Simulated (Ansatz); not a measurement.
Consider the following.

AlRu:
```
AlRu
1.0
    3.00397     0.00000     0.00000
    0.00000     3.00397     0.00000
    0.00000     0.00000     3.00397
Al Ru
1 1
Direct
  0.00000   0.00000   0.00000
  0.50000   0.50000   0.50000
```

This is the PBE-relaxed structure.

All from DFT-PBE in the program Ansatz with PAW potentials, unless another level is named. Give the density of states at the Fermi level.

0.83 states/eV per atom (mean over ±0.08 eV).

And the formation energy from the elements (no fitted shifts)?

-0.64 eV/atom.

Space group Pm-3m (CsCl type). The PBE relaxation kept the symmetry of its start. No spin polarisation was allowed. The references are the lowest solids computed at this level, not always the standard phases. Scalar-relativistic: spin–orbit coupling is off unless named, which matters more the heavier the elements.

Potentials: the later of the program's two PAW sets.
